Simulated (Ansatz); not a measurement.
Ca3GeO (anti-perovskite)

```
CELL_PARAMETERS angstrom
      4.67028     0.00000     0.00000
      0.00000     4.67028     0.00000
      0.00000     0.00000     4.67028
ATOMIC_POSITIONS crystal
  Ca 0.50000 0.50000 0.00000
  Ca 0.00000 0.50000 0.50000
  Ca 0.50000 0.00000 0.50000
  Ge 0.00000 0.00000 0.00000
  O  0.50000 0.50000 0.50000
```

The slice is a {100} plane (indices of the conventional cell) through the point (0.500, 0.500, 0.500) (fractional), spanned by u = [100] and v = [010] in vectors of this cell: u (4.67 Å) and v (4.67 Å, at 90° to u). It covers one period; positions are fractions (u, v).

Computed with PBEsol (plane waves to 420 eV, PAW, scalar-relativistic; Ansatz, a first-principles code). k mesh 10×10×10. Inside the PAW spheres the values are not all-electron values, and peaks at nuclei hang on which shells count as valence. At this level the bands of Ca3GeO touch or barely overlap. Ca3GeO was relaxed with its symmetry unable to fall.

What is the ELF at the midpoint of the shortest Ca–O line in this plane (2.34 Å)?

0.10.

What is the valence density on the shortest Ca–O line in this plane (2.34 Å), at its midpoint?

0.30 e/Å³.

Predict the map of the electron localisation function (ELF) on the slice.


```
|xxxx@@#- .+@@xxxxxxx@@+. -#@@xxx|
|xxx@@@*: .=%@@xxxxx@@%=. :*@@@xx|
|xx@@@%*:  -#@@@xxx@@@#-  :*%@@@x|
|@@@@%#+:  .+%@@@@@@@%+.  :+#%@@@|
|@@@%#*=.   :+#%@@@%#+:   .=*#%@@|
|##**+=-.    :=*###*=:    .-=+**#|
|--:::..      .:---:.      ..:::-|
|                                |
|...                           ..|
|++=-.                       .-=+|
|@@%#+:        .....        :+#%@|
|@@@@%+:     .........     :+%@@@|
|xx@@@#=.    .:::::::.    .=#@@@x|
|xxx@@%*:   ..:-----:..   :*%@@xx|
|xxxx@@#-   ..:-----:..   -#@@xxx|
|xxxx@@#-   ..:-----:..   -#@@xxx|
|xxxx@@#-   ..:-----:..   -#@@xxx|
|xxx@@%*:   ..:-----:..   :*%@@xx|
|xx@@@#=.    .:::::::.    .=#@@@x|
|@@@@%+:     .........     :+%@@@|
|@@%#+:        .....        :+#%@|
|++=-.                       .-=+|
|...                           ..|
|                                |
|--:::..      .:---:.      ..:::-|
|##**+=-.    :=*###*=:    .-=+**#|
|@@@%#*=.   :+#%@@@%#+:   .=*#%@@|
|@@@@%#+:  .+%@@@@@@@%+.  :+#%@@@|
|xx@@@%*:  -#@@@xxx@@@#-  :*%@@@x|
|xxx@@@*: .=%@@xxxxx@@%=. :*@@@xx|
|xxxx@@#- .+@@xxxxxxx@@+. -#@@xxx|
|xxxx@@#- .+@@xxxxxxx@@+. -#@@xxx|
```
Scale: ten equal steps from 0.03 (start of ' ') to 0.86 (end of '@'), in the order ' .:-=+*#%@'. Values: electron localisation function (ELF). The map has 32 points along u (one character each, u = 0 at the left) and 32 along v (v = 0 in the bottom row). Points within 0.5 Å of a nucleus are blanked (x), as the pseudised field means little there.
